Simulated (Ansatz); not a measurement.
Computed with Ansatz 0.2.0, DFT PBE, scalar-relativistic, plane waves, PAW. All cells share a 420 eV cutoff and Γ-centred k meshes spaced at most about 0.3 Å⁻¹ (about 0.25 or finer for metals, 2π included). No spin polarisation in the final relaxations.

Temperature and zero-point effects are left out.

Two relaxed structures of ScSb3S:

A.

```
CELL_PARAMETERS angstrom
8.05045 0.00000 0.00000
0.00000 8.05045 0.00000
0.00000 0.00000 9.49153
ATOMIC_POSITIONS crystal
Sc 0.50000 0.50000 0.50000
Sc 0.50000 0.50000 0.00000
Sb 0.00000 0.50000 0.50000
Sb 0.50000 0.00000 0.50000
Sb 0.20102 0.20102 0.50000
Sb 0.79898 0.79898 0.50000
Sb 0.79898 0.20102 0.50000
Sb 0.20102 0.79898 0.50000
S 0.50000 0.50000 0.75837
S 0.50000 0.50000 0.24163
```

B.

```
CELL_PARAMETERS angstrom
3.68597 2.12810 3.22546
-3.68597 2.12810 3.22546
0.00000 -4.25619 3.22546
ATOMIC_POSITIONS crystal
Sc 0.97182 0.97182 0.97182
Sb 0.46620 0.84357 0.15874
Sb 0.15874 0.46620 0.84357
Sb 0.84357 0.15874 0.46620
S 0.52856 0.52856 0.52856
```

Question: Which form is favoured at zero pressure, and by what margin per atom?

Answer: B is lower, by 263 meV/atom. A has space group P4/mmm (No. 123), 61.5 Å³/atom and no gap on its mesh; B has space group R3 (No. 146), 30.4 Å³/atom and no gap. Counting S or Sb atoms around Sc (for each partner element, those within 1.25 times its shortest distance or 1.15 times the sum of covalent radii, where it is the nearest in units of that sum or under 1.3; a plus sign parts groups by distance over the sum of covalent radii; a slash parts the counts of unlike sites), A has Sc 2/2+4+4 and B has Sc 6. A holds Sb–Sb nets (shortest 2.90 Å); in B the shortest Sb–Sb distance is 3.24 Å, near bonding range too. The denser one is the lower, and pressure would at first widen the difference. Both come from invented guesses. A third cell relaxed alike, in P6/mmm, lies 80 meV/atom below the lower of the two.

Spin–orbit coupling, which can matter for Sb, is left out. Cells relaxed within their symmetry can be saddle points.
